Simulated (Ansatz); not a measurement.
Zn2GeO4:
```yaml
crystal:
  lattice:
    - [0.00000, 4.16457, 4.16457]
    - [4.16457, 0.00000, 4.16457]
    - [4.16457, 4.16457, 0.00000]
  atoms:
    - { symbol: Zn, position: [0.62500, 0.62500, 0.62500] }
    - { symbol: Zn, position: [0.12500, 0.62500, 0.62500] }
    - { symbol: Zn, position: [0.62500, 0.12500, 0.62500] }
    - { symbol: Zn, position: [0.62500, 0.62500, 0.12500] }
    - { symbol: Ge, position: [0.25000, 0.25000, 0.25000] }
    - { symbol: Ge, position: [0.00000, 0.00000, 0.00000] }
    - { symbol: O, position: [0.87645, 0.87645, 0.87645] }
    - { symbol: O, position: [0.37065, 0.87645, 0.87645] }
    - { symbol: O, position: [0.87645, 0.37065, 0.87645] }
    - { symbol: O, position: [0.87645, 0.87645, 0.37065] }
    - { symbol: O, position: [0.37355, 0.37355, 0.37355] }
    - { symbol: O, position: [0.87935, 0.37355, 0.37355] }
    - { symbol: O, position: [0.37355, 0.87935, 0.37355] }
    - { symbol: O, position: [0.37355, 0.37355, 0.87935] }
```

r²SCAN in the plane-wave PAW code Ansatz gives a gap of 2.20 eV without spin–orbit coupling, maximum at Γ, minimum at Γ.

Problem. What happens when spin–orbit coupling is switched on?

Solution. The gap hardly moves, to 2.20 eV; maximum at Γ, minimum at Γ.

Problem. Give the electron effective mass with spin–orbit coupling.

Solution. 0.26 mₑ (isotropic).

Problem. Give the hole effective mass with spin–orbit coupling.

Solution. 1.2 mₑ (isotropic).

Space group Fd-3m (spinel). The cell is a constructed one: a structure type filled with these elements; neither database checked (COD, Materials Project) lists it. COD files the formula under space group No. 95, 148. Its standing as an ambient phase is unchecked. The cell was relaxed with r²SCAN under the symmetry of its start; whether a distortion lowers the energy is not shown.

Potentials: the earlier of the program's two PAW sets.
